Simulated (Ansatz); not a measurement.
# LiPb: energy along a strain

LiPb, R-3m, a = 4.987 Å, c = 6.188 Å (as given, not relaxed at this level: -0.8 GPa). The structure is a COD entry; whether it is the stable form wasn't checked. Ansatz: PBEsol, PAW, 420 eV, Γ-centred 12×12×12 mesh on 2 atoms, Gaussian smearing 0.15 eV; no spin polarisation. Cell vectors (Å): 2.494 1.440 2.063; -2.494 1.440 2.063; 0.000 -2.879 2.063. The cell is strained by x per cent times the pattern (0 0 1 0 0 0) in the order xx yy zz yz xz xy (engineering shears), with fractional coordinates held. y is the free energy over the start, V0 = 22.213 Å³/atom.

```tsv
x (%)	y (meV/atom)
-2.00	-1.38
-1.50	-1.35
-1.00	?
-0.50	-0.65
0.00	0.00
0.50	0.84
1.00	1.85
1.50	3.03
1.75	3.68
2.00	4.38
```

Problem. Fit y = c1 x + c2 x² + c3 x³ to the other rows, get the stiffness along the pattern, and predict the missing energy.

Solution. Least squares on the rows shown. y = 1.488 x + 0.3743 x² − 0.01214 x³. The clamped-ion stiffness p·C·p = 2 × 3.743 eV × 160.2 / 22.213 Å³ = 54 GPa, which is C33 in these axes (second derivative at the start, which stands under stress). At x = -1.00 the fit asked for gives -1.10 meV/atom. The run gave -1.10 meV/atom, the same to the digits shown.

Spin–orbit coupling is left out, which can shift energies with elements as heavy as these.